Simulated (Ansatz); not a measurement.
# Rh (Fm-3m), comparing deformations

Level of theory: DFT r2SCAN, scalar-relativistic, plane waves, PAW (Ansatz). The runs took a 500 eV cutoff, a Γ-centred 22×22×22 mesh and Gaussian smearing (0.15 eV). No spin polarisation. Energies are free energies at this smearing, counted from the undisturbed cell; pressure is positive in compression.

Reference structure (as given, not relaxed at this level; it stands at -0.6 GPa):

```
Rh
1.0
     0.00000    1.90155    1.90155
     1.90155    0.00000    1.90155
     1.90155    1.90155    0.00000
Rh
1
Direct
  0.00000 0.00000 0.00000
```

The cell is strained by ε times a Voigt pattern (xx, yy, zz, yz, xz, xy; engineering shear) with fractional coordinates fixed. τ = (1/V0) dE/dε comes from the stress tensor. Of each scan, only the three points used here are listed.

```csv
pattern,ε,τ (GPa)
"(1, 1, 0, 0, 0, 0)",-0.0150,-19.42
"(1, 1, 0, 0, 0, 0)",0.0000,1.26
"(1, 1, 0, 0, 0, 0)",0.0150,19.02
"(0, 0, 1, 0, 0, 0)",-0.0050,-1.61
"(0, 0, 1, 0, 0, 0)",0.0000,0.63
"(0, 0, 1, 0, 0, 0)",0.0050,2.80
"(0, 1, 0, 0, 0, 0)",-0.0050,-1.61
"(0, 1, 0, 0, 0, 0)",0.0000,0.63
"(0, 1, 0, 0, 0, 0)",0.0050,2.80
```

**Question.** Which constants do the scans give, and which deformation costs least for the same size of strain tensor?

**Answer.** The slope dτ/dε at zero (parabola through three points) is pᵀCp: (1, 1, 0, 0, 0, 0) gives 2(C11 + C12) = 1281 GPa; (0, 0, 1, 0, 0, 0) gives C11 = 441 GPa; (0, 1, 0, 0, 0, 0) gives C11 = 441 GPa. The size of the strain tensor, ε:ε, is ε² times 2.0, 1.0, 1.0. Per unit of it the stiffnesses are 641, 441, 441 GPa, so (0, 1, 0, 0, 0, 0) is the softest of these, level with (0, 0, 1, 0, 0, 0) (alike by symmetry): at ε:ε = (1 %)² the quadratic term costs 1.89 meV/atom against 2.75 for the stiffest.

**Question.** What else follows for this cubic crystal?

**Answer.** From the unrounded slopes C11 = 440.9 and C12 = 199.8 GPa, so B = (C11 + 2 C12)/3 = 280 GPa and the Poisson ratio for a pull along a cube edge is C12/(C11 + C12) = 0.31.

In a metal these slopes depend on the k mesh and the smearing.